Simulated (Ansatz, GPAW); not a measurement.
Given: the input of a run of GPAW 26.7.0 (ASE script) on NiMoIrPdW. The cell comes from a database or a generator and needn't be the stable form of this composition.

Contents of run.py:

```python
from ase import Atoms
from ase.dft.bandgap import bandgap
from ase.io import write
from ase.units import GPa
from gpaw import GPAW, PW

atoms = Atoms(['Ni', 'Mo', 'Pd', 'Ir', 'W'],
              cell=[[2.760777569, 0.0, 0.0],
                    [-1.3803887845, 2.3909035089, 0.0],
                    [0.0, 0.0, 11.34051]],
              scaled_positions=[[0.0, 0.0, 0.70917],
                                [0.6666666667, 0.3333333333, 0.29425],
                                [0.6666666667, 0.3333333333, 0.89901],
                                [0.0, 0.0, 0.10604],
                                [0.6666666667, 0.3333333333, 0.52921]],
              pbc=True)
atoms.set_initial_magnetic_moments([1.0, 1.0, 0.0, 0.6, 0.0])

calc = GPAW(mode=PW(600),
            xc='PBE',
            kpts={'size': (6, 6, 2), 'gamma': True},
            occupations={'name': 'fermi-dirac', 'width': 0.05},
            nbands=64,
            convergence={'density': 1e-05, 'energy': 1e-05},
            maxiter=150,
            txt='gpaw.txt')
atoms.calc = calc
energy = atoms.get_potential_energy()
forces = atoms.get_forces()
stress = atoms.get_stress()
calc.write('gs.gpw')
write('result.traj', atoms)
print(f'Energy: {energy:.6f} eV')
print('Forces (eV/A):')
print(forces.round(4))
print('Stress (GPa):', (stress / GPa).round(3))
print('Moments:', calc.get_magnetic_moments().round(3))
print('Fermi level:', round(calc.get_fermi_level(), 4), 'eV')
print(f'Gap: {bandgap(calc)[0]:.4f} eV, direct: {bandgap(calc, direct=True)[0]:.4f} eV')
```

Potentials or basis: GPAW PAW data sets (gpaw-data 1.2.1), pw.

Launch:

```bash
$ OMP_NUM_THREADS=1 python run.py
```

What does the same run look like in Ansatz 0.2.0? Potentials or basis there: all-electron LAPW, scalar-relativistic.

As run (cutoffs and basis follow the program's own potentials, and thresholds, step limits or extra output files can differ):

The input input.yaml:

```yaml
crystal:
  lattice:
    - [2.76078, 0.0, 0.0]
    - [-1.38039, 2.3909, 0.0]
    - [0.0, 0.0, 11.34051]
  atoms:
    - { symbol: Ni, position: [0.0, 0.0, 0.70917], spin: 1.0 }
    - { symbol: Mo, position: [0.66667, 0.33333, 0.29425], spin: 1.0 }
    - { symbol: Pd, position: [0.66667, 0.33333, 0.89901] }
    - { symbol: Ir, position: [0.0, 0.0, 0.10604], spin: 0.6 }
    - { symbol: W, position: [0.66667, 0.33333, 0.52921] }
kpoints:
  mp_grid: { grid: [6, 6, 2] }
scf:
  occupations: { method: fermi_dirac, width: 0.05 }
hamiltonian:
  xc: pbe
  pseudopotentials: { kind: all_electron, lapw: { basis_error: 0.005 } }
magnetization:
  spin_polarized: true
output:
  forces: true
  stress: true
  eigenvalues: true
```

Potentials or basis: all-electron LAPW, scalar-relativistic.

Run with:

```console
$ ansatz run input.yaml --threads 8 --pin off --max-ram 24576MiB --backend cpu --events-out ev --progress --plain --runs-dir out
```

Both were run:

|  | GPAW | Ansatz |
| --- | --- | --- |
| Pressure | -0.1 GPa | 0.1 GPa |
| Net moment | 0.66 μB per cell | 0.66 μB per cell |

Where Ansatz's input types no cutoff or centring, it takes its own default and a Γ-centred mesh.

The magnetic state is the one that the start led to; the real crystal's order can differ.

Pressure is positive in compression.

The k mesh is coarse, so the values aren't converged.
